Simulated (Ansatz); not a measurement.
Input deck for Ansatz 0.2.0, then the block of the output on the nuclei.

The cell is a COD entry, relaxed with PBE at fixed cell and then changed (volume scaled by 1.04, ions relaxed).

```yaml
crystal:
  lattice:
    - [1.9908184559, 1.1493995714, 9.2629758216]
    - [-1.9908184559, 1.1493995714, 9.2629758216]
    - [0.0, -2.2987991429, 9.2629758216]
  atoms:
    - { symbol: Bi, position: [0.5973248577, 0.5973248577, 0.5973248577] }
    - { symbol: Bi, position: [0.4026751423, 0.4026751423, 0.4026751423] }
    - { symbol: Se, position: [0.7954369594, 0.7954369594, 0.7954369594] }
    - { symbol: Se, position: [0.2045630406, 0.2045630406, 0.2045630406] }
    - { symbol: Se, position: [0.0, 0.0, 0.0] }
kpoints:
  mp_grid: { grid: [14, 14, 14] }
scf:
  occupations: { method: fermi_dirac, width: 0.05 }
hamiltonian:
  xc: pbe
  pseudopotentials: { kind: paw }
output:
  forces: true
  stress: true
  populations: true
  efg: { quadrupole_moments_barn: { Bi: -0.516 }, contact_densities: true }
relax:
  f_tol: 0.02
  max_steps: 60
```

```sh
ansatz run input.yaml --threads 1 --pin off --max-ram 3072MiB --backend cpu --events-out ev --progress --plain --runs-dir out
```

The run relaxes the ions first, and the block belongs to the relaxed positions.

Of the output, the block on the nuclei alone is shown; the set-up, the SCF iterations, energies, forces and stress are cut. One atom of each set with nearly equal values is shown.

```
--- PAW observables at the nuclei: V_zz in 10²¹ V/m², potentials from the cell's mean, atoms counted from 1 ---
  atom   1  Bi V_zz =    +2.025705   η = 0.0000   by run symmetry: allowed   C_q = -25.2744 MHz
            electrostatic potential = -17830.290126 V   contact ρ = 17906674.999866 e/Å³
  atom   3  Se V_zz =    +3.233978   η = 0.0000   by run symmetry: allowed
            electrostatic potential = -4713.998855 V   contact ρ = 262897.306946 e/Å³
  atom   5  Se V_zz =    +9.253657   η = 0.0000   by run symmetry: allowed
            electrostatic potential = -4714.130601 V   contact ρ = 262887.881368 e/Å³
```

The relaxation (4 steps) took 2.4 min of wall time (2.4 min of CPU time) and 1.6 GiB at its peak, on 1 thread of Intel Xeon 6975P-C (Granite Rapids) (x86_64; 16 cores open to the job, memory cap 3.0 GiB, no GPU), a shared host with a load of 0.4 a core.

The run finds no gap above 0.1 eV (a metal, or nearly one), so the gradients can move by 10 % or more with the k-mesh. Spin–orbit coupling is left out, which shifts gradients on Bi by a few per cent in wide-gap crystals, and can shift them far more where the calculated gap is small or absent, as here. Semilocal functionals make gaps too small and can close them, so the real compound need not be a metal. At this changed cell the PBE pressure is 9 GPa.
